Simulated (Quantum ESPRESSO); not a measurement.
NbTi2O5F3, one run as intended and one with a planted mistake

Computed values, not a measurement. The program is pw.x of Quantum ESPRESSO 7.5 (plane-wave density functional theory). The cell is made up: 11 atoms on a rutile lattice with one site empty, with randomly drawn elements, strain and displacements, not relaxed. PseudoDojo standard norm-conserving files (v0.5 for PBE, v0.4.1 for LDA and PBEsol) set the functional; there is no spin polarisation, spin-orbit coupling or dispersion term, and the masses in the input are unused placeholders.

Intended input:

```
&control calculation='scf', pseudo_dir='./dojo.nc.sr.pbe.v0_5.standard.upf', outdir='./o', disk_io='medium', tprnfor=.true., tstress=.true. /
&system ibrav=0, nat=11, ntyp=4, nbnd=50, ecutwfc=84.00895049, nosym=.true., tot_charge=0,
 occupations='smearing', smearing='fd', degauss=0.0018374661
/
&electrons conv_thr=7.350e-09, electron_maxstep=60, /
ATOMIC_SPECIES
F 1.0 F.upf
Nb 1.0 Nb.upf
O 1.0 O.upf
Ti 1.0 Ti.upf
CELL_PARAMETERS angstrom
4.8087 0.0677 -0.0264
0.0677 4.7386 0.0033
-0.0337 0.0043 6.0483
ATOMIC_POSITIONS angstrom
Nb 0.0643 -0.0111 0.0159
Ti -0.0093 -0.0061 3.0439
Ti 2.3921 2.4299 4.547
O 1.4656 1.4641 0.0179
O 3.3884 3.3184 0.017
O 3.8541 0.9856 1.4957
O 0.9883 3.803 1.5042
F 1.4717 1.4473 3.0173
O 3.3719 3.3575 3.0187
F 3.8837 0.9775 4.5314
F 0.9962 3.832 4.5403
K_POINTS automatic
5 5 4 1 1 1
```

The log is shortened where brackets say so; the opening notice, blank lines, dates and the lines on written files are dropped, and the path of the files is cut. It prints rydbergs, bohrs and kilobars, and counts compression as positive stress. Where no state is partly filled, the Fermi energy that it prints is only some level between the filled and the empty states on the mesh, and need not lie in the true gap.

Log of the intended run:

```
     Program PWSCF v.7.5
     Parallel version (MPI & OpenMP), running on       1 processor cores
     Number of MPI processes:                 1
     Threads/MPI process:                     1
     [start-up lines left out]
     bravais-lattice index     =            0
     lattice parameter (alat)  =       9.0882  a.u.
     unit-cell volume          =     929.8368 (a.u.)^3
     number of atoms/cell      =           11
     number of atomic types    =            4
     number of electrons       =        88.00
     number of Kohn-Sham states=           50
     kinetic-energy cutoff     =      84.0090  Ry
     charge density cutoff     =     336.0358  Ry
     scf convergence threshold =      7.3E-09
     mixing beta               =       0.7000
     number of iterations used =            8  plain     mixing
     Exchange-correlation= PBE
                           (   1   4   3   4   0   0   0)
     [axes and pseudopotential details left out]
   Cartesian axes
     site n.     atom                  positions (alat units)
         1        Nb     tau(   1) = (   0.0133701  -0.0023081   0.0033061  )
         2        Ti     tau(   2) = (  -0.0019338  -0.0012684   0.6329263  )
         3        Ti     tau(   3) = (   0.4973957   0.5052556   0.9454699  )
         4        O      tau(   4) = (   0.3047461   0.3044342   0.0037220  )
         5        O      tau(   5) = (   0.7045591   0.6900038   0.0035349  )
         6        O      tau(   6) = (   0.8013933   0.2049384   0.3110049  )
         7        O      tau(   7) = (   0.2054999   0.7907680   0.3127723  )
         8        F      tau(   8) = (   0.3060145   0.3009410   0.6273953  )
         9        O      tau(   9) = (   0.7011282   0.6981339   0.6276864  )
        10        F      tau(  10) = (   0.8075481   0.2032542   0.9422261  )
        11        F      tau(  11) = (   0.2071425   0.7967980   0.9440767  )
     number of k points=    50  Fermi-Dirac smearing, width (Ry)=  0.0018
                       cart. coord. in units 2pi/alat
        k(    1) = (   0.0991518   0.1000048   0.0998739), wk =   0.0400000
        k(    2) = (   0.1002453   0.0998507   0.2986653), wk =   0.0400000
     [further k points left out]
     Dense  grid:    96707 G-vectors     FFT dimensions: (  54,  54,  72)
     Estimated max dynamical RAM per process >     145.21 MB
     Initial potential from superposition of free atoms
     starting charge      87.9945, renormalised to      88.0000
     Starting wfcs are   62 randomized atomic wfcs
     total cpu time spent up to now is       21.6 secs
     per-process dynamical memory:    90.6 Mb
     Self-consistent Calculation
     iteration #  1     ecut=    84.01 Ry     beta= 0.70
     Davidson diagonalization with overlap
     ethr =  1.00E-02,  avg # of iterations =  2.0
     total cpu time spent up to now is       66.2 secs
     total energy              =    -672.01148462 Ry
     estimated scf accuracy    <       6.55422830 Ry
     iteration #  2     ecut=    84.01 Ry     beta= 0.70
     Davidson diagonalization with overlap
     ethr =  7.45E-03,  avg # of iterations =  7.3
     total cpu time spent up to now is      141.4 secs
     total energy              =    -663.11404269 Ry
     estimated scf accuracy    <     139.82050034 Ry
     [iterations 3 to 19 left out]
     iteration # 20     ecut=    84.01 Ry     beta= 0.70
     Davidson diagonalization with overlap
     ethr =  2.19E-11,  avg # of iterations =  5.0
     total cpu time spent up to now is     1235.2 secs
     total energy              =    -675.96709281 Ry
     estimated scf accuracy    <       0.00000003 Ry
     iteration # 21     ecut=    84.01 Ry     beta= 0.70
     Davidson diagonalization with overlap
     ethr =  2.19E-11,  avg # of iterations =  4.4
     total cpu time spent up to now is     1297.3 secs
     End of self-consistent calculation
     [lines on levels left out]
     the Fermi energy is     7.1555 ev
!    total energy              =    -675.96709281 Ry
     estimated scf accuracy    <          3.3E-09 Ry
     smearing contrib. (-TS)   =      -0.00000000 Ry
     internal energy E=F+TS    =    -675.96709281 Ry
     The total energy is F=E-TS. E is the sum of the following terms:
     one-electron contribution =    -288.96927850 Ry
     hartree contribution      =     183.75871844 Ry
     xc contribution           =    -135.08899958 Ry
     ewald contribution        =    -435.66753317 Ry
     convergence has been achieved in  21 iterations
     Forces acting on atoms (cartesian axes, Ry/au):
     atom    1 type  2   force =    -0.01654181    0.01748405    0.45304218
     atom    2 type  4   force =    -0.11187161   -0.05736317   -0.36479670
     atom    3 type  4   force =     0.11030261    0.05076599    0.07738561
     atom    4 type  3   force =    -0.04248494   -0.04725953   -0.12881348
     atom    5 type  3   force =     0.01563055    0.01889485   -0.14885866
     atom    6 type  3   force =     0.10302844   -0.08548295    0.01076920
     atom    7 type  3   force =    -0.06866054    0.07917781    0.00570288
     atom    8 type  1   force =    -0.02480088   -0.02314391    0.05592567
     atom    9 type  3   force =     0.04550606    0.04089736    0.12166834
     atom   10 type  1   force =    -0.04046284    0.03897600   -0.04034758
     atom   11 type  1   force =     0.03035496   -0.03294650   -0.04167746
     Total force =     0.692272     Total SCF correction =     0.000118
     Computing stress (Cartesian axis) and pressure
          total   stress  (Ry/bohr**3)                   (kbar)     P=      -97.68
  -0.00066457  -0.00111255   0.00010854          -97.76     -163.66       15.97
  -0.00111255  -0.00054319   0.00008268         -163.66      -79.91       12.16
   0.00010854   0.00008268  -0.00078420           15.97       12.16     -115.36
     init_run     :     18.71s CPU     21.46s WALL (       1 calls)
     electrons    :   1189.13s CPU   1275.77s WALL (       1 calls)
     forces       :      9.20s CPU      9.38s WALL (       1 calls)
     stress       :     34.44s CPU     34.66s WALL (       1 calls)
     [timing details left out]
     PWSCF        :  20m52.00s CPU  22m24.70s WALL
     JOB DONE.
```

A second run has one planted mistake: the cell has the wrong charge. The input lines that differ, file-writing options aside:

```
- &system ibrav=0, nat=11, ntyp=4, nbnd=50, ecutwfc=84.00895049, nosym=.true., tot_charge=0,
+ &system ibrav=0, nat=11, ntyp=4, nbnd=50, ecutwfc=84.00895049, nosym=.true., tot_charge=1,
```

Its log:

```
     Program PWSCF v.7.5
     Parallel version (MPI & OpenMP), running on       4 processor cores
     Number of MPI processes:                 4
     Threads/MPI process:                     1
     [start-up lines left out]
     bravais-lattice index     =            0
     lattice parameter (alat)  =       9.0882  a.u.
     unit-cell volume          =     929.8368 (a.u.)^3
     number of atoms/cell      =           11
     number of atomic types    =            4
     number of electrons       =        87.00
     number of Kohn-Sham states=           50
     kinetic-energy cutoff     =      84.0090  Ry
     charge density cutoff     =     336.0358  Ry
     scf convergence threshold =      7.3E-09
     mixing beta               =       0.7000
     number of iterations used =            8  plain     mixing
     Exchange-correlation= PBE
                           (   1   4   3   4   0   0   0)
     [axes and pseudopotential details left out]
   Cartesian axes
     site n.     atom                  positions (alat units)
         1        Nb     tau(   1) = (   0.0133701  -0.0023081   0.0033061  )
         2        Ti     tau(   2) = (  -0.0019338  -0.0012684   0.6329263  )
         3        Ti     tau(   3) = (   0.4973957   0.5052556   0.9454699  )
         4        O      tau(   4) = (   0.3047461   0.3044342   0.0037220  )
         5        O      tau(   5) = (   0.7045591   0.6900038   0.0035349  )
         6        O      tau(   6) = (   0.8013933   0.2049384   0.3110049  )
         7        O      tau(   7) = (   0.2054999   0.7907680   0.3127723  )
         8        F      tau(   8) = (   0.3060145   0.3009410   0.6273953  )
         9        O      tau(   9) = (   0.7011282   0.6981339   0.6276864  )
        10        F      tau(  10) = (   0.8075481   0.2032542   0.9422261  )
        11        F      tau(  11) = (   0.2071425   0.7967980   0.9440767  )
     number of k points=    50  Fermi-Dirac smearing, width (Ry)=  0.0018
                       cart. coord. in units 2pi/alat
        k(    1) = (   0.0991518   0.1000048   0.0998739), wk =   0.0400000
        k(    2) = (   0.1002453   0.0998507   0.2986653), wk =   0.0400000
     [further k points left out]
     Dense  grid:    96707 G-vectors     FFT dimensions: (  54,  54,  72)
     Estimated max dynamical RAM per process >     265.12 MB
     Estimated total dynamical RAM >     989.67 MB
     Initial potential from superposition of free atoms
     starting charge      87.9945, renormalised to      87.0000
     Starting wfcs are   62 randomized atomic wfcs
     total cpu time spent up to now is        4.1 secs
     per-process dynamical memory:   212.3 Mb
     Self-consistent Calculation
     iteration #  1     ecut=    84.01 Ry     beta= 0.70
     Davidson diagonalization with overlap
     ethr =  1.00E-02,  avg # of iterations =  2.0
     total cpu time spent up to now is       10.8 secs
     total energy              =    -673.19507425 Ry
     estimated scf accuracy    <       5.47731730 Ry
     iteration #  2     ecut=    84.01 Ry     beta= 0.70
     Davidson diagonalization with overlap
     ethr =  6.30E-03,  avg # of iterations =  7.1
     total cpu time spent up to now is       23.2 secs
     total energy              =    -664.37720386 Ry
     estimated scf accuracy    <     126.38812934 Ry
     [iterations 3 to 22 left out]
     iteration # 23     ecut=    84.01 Ry     beta= 0.70
     Davidson diagonalization with overlap
     ethr =  9.38E-11,  avg # of iterations =  5.6
     total cpu time spent up to now is      192.5 secs
     total energy              =    -676.41987127 Ry
     estimated scf accuracy    <       0.00000008 Ry
     iteration # 24     ecut=    84.01 Ry     beta= 0.70
     Davidson diagonalization with overlap
     ethr =  9.01E-11,  avg # of iterations =  1.4
     total cpu time spent up to now is      198.7 secs
     End of self-consistent calculation
     [lines on levels left out]
     the Fermi energy is     5.8886 ev
!    total energy              =    -676.41987127 Ry
     estimated scf accuracy    <          6.3E-09 Ry
     smearing contrib. (-TS)   =      -0.00135325 Ry
     internal energy E=F+TS    =    -676.41851803 Ry
     The total energy is F=E-TS. E is the sum of the following terms:
     one-electron contribution =    -289.21464741 Ry
     hartree contribution      =     182.48793097 Ry
     xc contribution           =    -134.02426842 Ry
     ewald contribution        =    -435.66753317 Ry
     convergence has been achieved in  24 iterations
     Forces acting on atoms (cartesian axes, Ry/au):
     atom    1 type  2   force =    -0.00058855    0.02318819    0.41144896
     atom    2 type  4   force =    -0.08262722   -0.03931260   -0.33528715
     atom    3 type  4   force =     0.07824667    0.01968877    0.06372746
     atom    4 type  3   force =    -0.03756251   -0.04121324   -0.10918167
     atom    5 type  3   force =     0.01534807    0.01609854   -0.12812072
     atom    6 type  3   force =     0.08161932   -0.07344490    0.00926476
     atom    7 type  3   force =    -0.06432680    0.06920595    0.00631503
     atom    8 type  1   force =    -0.02515678   -0.02292578    0.05847861
     atom    9 type  3   force =     0.04601590    0.04325080    0.10016899
     atom   10 type  1   force =    -0.03935842    0.03689734   -0.03778476
     atom   11 type  1   force =     0.02839032   -0.03143307   -0.03902951
     Total force =     0.616842     Total SCF correction =     0.000172
     Computing stress (Cartesian axis) and pressure
          total   stress  (Ry/bohr**3)                   (kbar)     P=     -244.88
  -0.00168169  -0.00103324   0.00009646         -247.38     -152.00       14.19
  -0.00103324  -0.00159668   0.00008021         -152.00     -234.88       11.80
   0.00009646   0.00008021  -0.00171567           14.19       11.80     -252.38
     init_run     :      3.91s CPU      4.08s WALL (       1 calls)
     electrons    :    193.65s CPU    194.56s WALL (       1 calls)
     forces       :      1.40s CPU      1.41s WALL (       1 calls)
     stress       :      4.66s CPU      4.66s WALL (       1 calls)
     [timing details left out]
     PWSCF        :   3m23.73s CPU   3m24.89s WALL
     JOB DONE.
```

|  | intended run | run with the mistake |
| --- | --- | --- |
| free energy (eV) | -9197.001 | -9203.161 |
| smearing term -TS (eV) | 0.0000 | -0.0184 |
| pressure (GPa) | -9.77 | -24.49 |
| largest force component (eV/Å) | 11.648 | 10.579 |
| largest change of a force component (eV/Å) |  | 1.069 |
| iterations | 21 | 24 |

For scale, a rerun of the intended cell at a cutoff of 1467 eV and k mesh 7 x 7 x 6 moved values by no more than 0.004 eV in energy, 0.04 GPa in stress and 0.002 eV/Å in force. The charged cell sits in a uniform background, so its energy and stress rest on the program's zero of potential.